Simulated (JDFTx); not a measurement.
* **surface**: Cu(110)
* **bulk**: Cu, Fm-3m, lattice of mp-30 (not re-optimised)
* **slab**: 5 atoms in 5 planes, 1x1, 5.1 Å between the outermost planes
* **in-plane cell**: 3.577 × 2.530 Å, 9.05 Å²
* **cell height**: 21.1 Å
* **sampling**: 6×8×1 k mesh, Fermi smearing 0.01 Ha, no spin polarisation

Reference level: PBE, GBRV ultrasoft potentials, plane waves to 20/100 Ha, in a modified build of JDFTx. Unrelaxed; liquid: CANDLE, water, 1 M KF. The reference uses energyDiffThreshold 1e-8 (1e-7 at fixed potential) and fluid knormThreshold 1e-11; each other row changes one option in all its runs. Potentials are on the SHE scale by the convention U = −μ/e − 4.44 V; references calibrated for a solvation model differ from this value.

Options: reference; energyDiffThreshold 1e-5; energyDiffThreshold 1e-6; energyDiffThreshold 1e-10; fluid knormThreshold 1e-9; fluid knormThreshold 1e-10; fluid knormThreshold 1e-12.

### Question
Which options move the work function or U_pzc by more than 0.02 from the reference?

### Answer
energyDiffThreshold 1e-5.

| option | F − F(reference), vacuum (meV/cell) | work function (eV) | U_pzc (V) |
|---|---|---|---|
| reference | 0.0 | 4.352 | -0.397 |
| energyDiffThreshold 1e-5 | 0.3 | 3.987 | -0.357 |
| energyDiffThreshold 1e-6 | 0.0 | 4.355 | -0.389 |
| energyDiffThreshold 1e-10 | 0.0 | 4.352 | -0.397 |
| fluid knormThreshold 1e-9 | 0.0 | 4.352 | – |
| fluid knormThreshold 1e-10 | 0.0 | 4.352 | -0.396 |
| fluid knormThreshold 1e-12 | 0.0 | 4.352 | -0.397 |

A dash marks a run that didn't converge or wasn't made; the third decimal is shown to expose solver noise and isn't converged.
